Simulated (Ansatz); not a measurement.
Bi2S3: 33S NMR of the central transition

Cell: a COD entry (listed for 2.4 GPa) whose atoms were relaxed with PBE, the cell held.

```cif
data_Bi2S3
_symmetry_space_group_name_H-M 'Pnma'
_symmetry_Int_Tables_number 62
_cell_length_a 10.9870
_cell_length_b 3.9353
_cell_length_c 10.9030
_cell_angle_alpha 90.000
_cell_angle_beta 90.000
_cell_angle_gamma 90.000
loop_
_atom_site_label
_atom_site_type_symbol
_atom_site_symmetry_multiplicity
_atom_site_Wyckoff_symbol
_atom_site_fract_x
_atom_site_fract_y
_atom_site_fract_z
Bi1 Bi 4 c 0.0020 0.2500 0.6758
Bi5 Bi 4 c 0.3302 0.2500 0.4696
S9 S 4 c 0.0507 0.2500 0.1295
S13 S 4 c 0.3768 0.2500 0.0574
S17 S 4 c 0.2204 0.2500 0.8030
```

One atom of each set is listed.

Method: Kohn–Sham DFT in Ansatz, PBE, plane waves and PAW, scalar-relativistic, 420 eV cutoff, Γ-centred 3×7×3 k-points, Fermi–Dirac smearing 0.02 eV.

33S has I = 3/2 and Q = -69.40 mb (Pyykkö 2018); at 11.7 T its Larmor frequency is ν₀ = 38.3 MHz. Only the quadrupole interaction is simulated: positions count from each site's isotropic chemical shift, and shift anisotropy, dipolar and J coupling are left out.

Simulated pattern of one S site (static powder, Gaussian broadening 30 kHz):

(offset (kHz), height): (-339.2, 1), (-325.3, 12), (-311.4, 52), (-297.5, 98), (-283.5, 100), (-269.6, 77), (-255.7, 62), (-241.8, 53), (-227.9, 48), (-214.0, 45), (-200.1, 42), (-186.2, 40), (-172.3, 38), (-158.3, 37), (-144.4, 36), (-130.5, 35), (-116.6, 34), (-102.7, 34), (-88.8, 33), (-74.9, 33), (-61.0, 33), (-47.1, 33), (-33.1, 32), (-19.2, 32), (-5.3, 30), (8.6, 27), (22.5, 26), (36.4, 27), (50.3, 28), (64.2, 29), (78.1, 31), (92.1, 33), (106.0, 37), (119.9, 41), (133.8, 50), (147.7, 67), (161.6, 75), (175.5, 48), (189.4, 13), (203.3, 1)

Q: Which |C_Q| and η does the pattern imply?

A: The pattern spans 480 kHz before broadening and its centre of gravity is at -90.4 kHz, which fixes P_Q; the places of the horns and steps fix η. That gives P_Q = 11.8 MHz, |C_Q| = 11.8 MHz and η = 0.02, the values that the calculation gives site S13 (5 Bi at 2.70–3.16 Å). The other sites have |C_Q| = 5.05, 2.39 MHz. The sign of C_Q can't be read from the pattern.

With ν_Q/ν₀ up to 0.15, terms beyond second order are no longer negligible.

At this cell the principal stresses reach 5 GPa in size with PBE, which can matter for small gradients. Without spin–orbit coupling the gradients at and beside Bi can be off by some per cent, at some sites by more.
